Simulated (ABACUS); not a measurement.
A self-consistent single point of a model cell of HfSi (P6_3/mmc, 4 atoms in the cell; prototype structure) with ABACUS.

Computed with PBE, PseudoDojo 0.5 standard norm-conserving PBE (tails mended) pseudopotentials (plane waves; ABACUS).

```yaml
crystal:
  lattice:
    - [4.43107, 0.00000, 0.00000]
    - [-2.21553, 3.83742, 0.00000]
    - [0.00000, 0.00000, 6.17583]
  atoms:
    - { symbol: Hf, position: [0.00000, 0.00000, 0.00000] }
    - { symbol: Hf, position: [0.00000, 0.00000, 0.50000] }
    - { symbol: Si, position: [0.33333, 0.66667, 0.25000] }
    - { symbol: Si, position: [0.66667, 0.33333, 0.75000] }
```

Reference input (self-consistent single point, DFT, PBE, plane waves, PseudoDojo 0.5 standard norm-conserving PBE (tails mended) pseudopotentials): KPT = MP 5 5 3 0 0 0; basis_type = pw; dft_functional = PBE; ecutwfc = 58 Ry; smearing_method = fd; smearing_sigma = 0.00367493 Ry; potentials = PseudoDojo 0.5 standard norm-conserving PBE (tails mended); symmetry = 1; symmetry_prec = 1e-05; ks_solver = dav_subspace; scf_nmax = 100; scf_thr = 1.0e-09 Ry. This run's input differs from it in these lines:

```diff
@@ -49,3 +49,3 @@
 MP
-5 5 3 0 0 0
+7 7 5 0 0 0
```

Output (repeated stretches shortened):

```
 SELF-CONSISTENT
 -------------------------------------------
                                 init_chg = atomic

 PW ALGORITHM --------------- ION=   1  ELEC=   1--------------------------------

 Notice: Threshold on eigenvalues was too large.

 Density error is 0.233807187408
                          Error Threshold = 0.000727457648143
 E_KohnSham     -242.4683731423      -3298.9514595253
 E_Fermi        0.5564423771         7.5707869368

 PW ALGORITHM --------------- ION=   1  ELEC=   2--------------------------------

 Density error is 0.168285539989
                          Error Threshold = 0.000730647460651
   [... lines left out ...]

 Density error is 1.93182159994e-09
                          Error Threshold = 7.72703145473e-11
 E_KohnSham     -242.5438363242      -3299.9781887879
 E_Fermi        0.5489420394         7.4687396072

 PW ALGORITHM --------------- ION=   1  ELEC=   9--------------------------------

 Density error is 2.64235134282e-11
                          Error Threshold = 6.03694249981e-12
 E_KohnSham     -242.5438363248      -3299.9781887963
 E_KS(sigma->0) -242.5432143544      -3299.9697264554
 E_entropy(-TS) -0.0012439407        -0.0169246817
 E_Fermi        0.5489406542         7.4687207604
 charge density convergence is achieved
 final etot is -3299.9781888 eV
 EFERMI = 7.4687207604 eV

 STATE ENERGY(eV) AND OCCUPATIONS    NSPIN == 1
   [... 23 lines left out ...]

 TOTAL-FORCE (eV/Angstrom)
                       Hf1         0.0000000000         0.0000000000         0.0000000000
                       Hf2         0.0000000000         0.0000000000         0.0000000000
                       Si1         0.0000000000         0.0000000000         0.0000000000
                       Si2         0.0000000000         0.0000000000         0.0000000000

 TOTAL-STRESS (KBAR)
      -195.3252556878         0.0000508995         0.0000000000
         0.0000508995      -195.3252746170         0.0000000000
        -0.0000000000         0.0000000000       -32.6306864244
 TOTAL-PRESSURE: -141.093739 KBAR

 --------------------------------------------
 !FINAL_ETOT_IS -3299.9781887962640212 eV
 --------------------------------------------
```

The run converged in 9 iterations. Against the reference run the free energy drops by 5.9 meV/atom and the pressure stays near -14.11 GPa while the zz stress (positive for compression) goes from -3.59 to -3.26 GPa.

The starting geometry comes from a prototype or from typed values, not from a relaxation at this level; it need not be a known phase. This run is one point of a test of settings, so its values need not be converged; read them against the reference run alone. No clean gap shows at this smearing width and mesh (spacing up to 0.23 Å⁻¹); the mesh is coarse for partly filled bands, so the values carry mesh errors.

Cost on one core: roughly 50 core-seconds.

“Tails mended”: in these copies of the files the far tail of each local potential was reset to the Coulomb form.
